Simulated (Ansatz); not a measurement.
Deforming Bi

```xyz
2
Lattice="4.5390 0.0000 0.0000 -2.2695 3.9309 0.0000 0.0000 0.0000 11.8290" Properties=species:S:1:pos:R:3 pbc="T T T"
Bi    0.0000    2.6206    2.9573
Bi    2.2695    1.3103    8.8718
```

Atom numbers follow the list: Bi1, Bi2.

The conventional cell has a = 4.539 Å, b = 4.539 Å, c = 11.829 Å, α = 90.00°, β = 90.00°, γ = 120.00°.

The cell comes from COD entry 9011614, which wasn't checked; take it as a given geometry.

No spin–orbit coupling, which matters for the heavy atoms here.

Theory: Ansatz 0.2.0, DFT, PBEsol, PAW with Ansatz's default frozen-core files, scalar-relativistic.

The runs use a Γ-centred 9×9×3 k mesh, Fermi–Dirac smearing of 0.08 eV, cutoff 420 eV, no spin polarisation; the PAW files were made with PBE, and the program remakes their frozen cores for this functional.

The unchanged cell is at -3.44 GPa.

In a metal, stresses and small energies carry noise from the k mesh.

x, y and z are the Cartesian axes of the cell as listed; fractional coordinates follow a strain, and an engineering shear is twice the off-diagonal strain component.

**Question.** One change gave: energy change -0.2 meV/atom; stress change (xx, yy, zz, yz, xz, xy) 0.00, 0.00, 0.00, 0.02, 0.02, -0.04 GPa, compression positive. Which change was it?
A. equal xy, yz and zx engineering shear strains of -2 %
B. equal xy, yz and zx engineering shear strains of +1 %
C. equal xy, yz and zx engineering shear strains of +2 %
D. equal xy, yz and zx engineering shear strains of -1 %

**Answer.** D. For equal xy, yz and zx engineering shear strains of -2 %: energy change -0.7 meV/atom; stress change (xx, yy, zz, yz, xz, xy) 0.00, 0.00, 0.00, 0.04, 0.04, -0.08 GPa, compression positive. For equal xy, yz and zx engineering shear strains of +1 %: energy change -0.2 meV/atom; stress change (xx, yy, zz, yz, xz, xy) 0.00, 0.00, 0.00, -0.02, -0.02, 0.04 GPa, compression positive. For equal xy, yz and zx engineering shear strains of +2 %: energy change -0.7 meV/atom; stress change (xx, yy, zz, yz, xz, xy) 0.00, 0.00, 0.00, -0.04, -0.04, 0.08 GPa, compression positive.
